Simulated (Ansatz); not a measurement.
## TiRe: frozen-core PAW against all-electron methods

```
CELL_PARAMETERS angstrom
3.11800 0.00000 0.00000
0.00000 3.11800 0.00000
0.00000 0.00000 3.11800
ATOMIC_POSITIONS crystal
Ti 0.50000 0.50000 0.50000
Re 0.00000 0.00000 0.00000
```

Atoms are numbered in the order listed.

The conventional cell has a = 3.118 Å, b = 3.118 Å, c = 3.118 Å, α = 90.00°, β = 90.00°, γ = 90.00°. Around Ti (atom 1) lie 8 Re at 2.70 Å. Re (atom 2) has 8 Ti at 2.70 Å as nearest neighbours.

The cell comes from COD entry 1523516, which wasn't checked; take it as a given geometry.

Spin polarisation is left out, and whether a magnetic state lies lower isn't shown here.

No spin–orbit coupling, which matters for the heavy atoms here.

Methods: DFT, PBEsol, PAW with Ansatz's default frozen-core files, scalar-relativistic (Ansatz 0.2.0); DFT, PBEsol, all-electron PAW with datasets made for the crystal, scalar-relativistic (Ansatz 0.2.0); DFT, PBEsol, all-electron LAPW, scalar-relativistic (Ansatz 0.2.0).

For PAW: a Γ-centred 13×13×13 k mesh, Fermi–Dirac smearing of 0.05 eV, cutoff 420 eV, no spin polarisation; the PAW files were made with PBE, and the program remakes their frozen cores for this functional. The crystal-made all-electron datasets (AE datasets) take a cutoff of 460 eV at this cell. LAPW targets a basis error of 1 meV/atom. The Ansatz runs share mesh, smearing and spin set-up. Plane-wave (PAW) pressures include the program's estimate of the Pulay term.

Stress and pressure are positive in compression.

Levels count from the Fermi level.

```tsv
quantity	PAW	AE datasets	LAPW
pressure (GPa)	-7.77	-7.75	-7.75
highest filled level at Γ (eV)	-4.150	-4.149	-4.149
lowest empty level at Γ (eV)	0.002	0.003	0.003
highest filled level at M (eV)	-1.944	-1.944	-1.944
lowest empty level at M (eV)	1.613	1.613	1.613
highest filled level at X (eV)	-0.084	-0.084	-0.084
lowest empty level at X (eV)	1.482	1.482	1.482
```

PAW's pressure differs from the LAPW value by about 0.01 GPa or less. Datasets made for the crystal and LAPW share parts of one code, so their agreement isn't an independent check.
